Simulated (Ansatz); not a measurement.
# Data sheet: YbPd2 (DFT)

YbPd₂:
```
YbPd2
1.0
   -1.93271     1.93271     4.41812
    1.93271    -1.93271     4.41812
    1.93271     1.93271    -4.41812
Yb Pd
1 2
Cartesian
  0.00000   0.00000   0.00000
  0.00000   1.93271   2.20906
  1.93271   0.00000   2.20906
```
The run is spin-polarised; directions of the spins, atom by atom: 0 0 0.

Space group I4/mmm (No. 139); conventional cell a = b = 3.865 Å, c = 8.836 Å, α = β = γ = 90.00°.

Method: PBE in the plane-wave PAW code Ansatz. Structure relaxed to zero pressure with the same functional. Other levels are named where they apply.

Cell and energy:

| Property | Value |
|---|---|
| Volume per atom | 22.00 Å³ |
| Density | 9.71 g/cm³ |
| Formation energy from the elements (no fitted shifts) | -0.43 eV/atom |

Electronic structure:

| Quantity | Value |
|---|---|
| Electronic character | metallic (no gap) |
| Density of states at the Fermi level | 1.2 states/eV per atom (mean over ±0.08 eV) |

Magnetism:

| Item | Result |
|---|---|
| Magnetic order | ferromagnetic |
| Net moment | 0.09 μB per atom |

Mechanics:

| Quantity | Value |
|---|---|
| Bulk modulus (Birch–Murnaghan fit) | 786 kbar |
| Pressure derivative B′ | 4.9 |

The workflow started from an entry of the Crystallography Open Database (COD). Its standing as an ambient phase is unchecked. Symmetry was held in the PBE relaxation; whether a distortion lowers the energy is not shown. The final state is ferromagnetic, the only order run, not a proven ground state. The volume moved by -19 % from the start of the relaxation. The volume fell by over 15 % from the filed cell, which may lack light atoms or belong to other conditions. The 4f shell is in the valence, and the state reached may lie above the lowest one. No Hubbard U is applied. Axis ratios of metals converge slowly with the k-mesh, so a and c are less sure than the volume. The references are the lowest solids computed at this level, not always the standard phases. Scalar-relativistic: spin–orbit coupling is off unless named, which matters more the heavier the elements.

Potentials: the later of the program's two PAW sets.
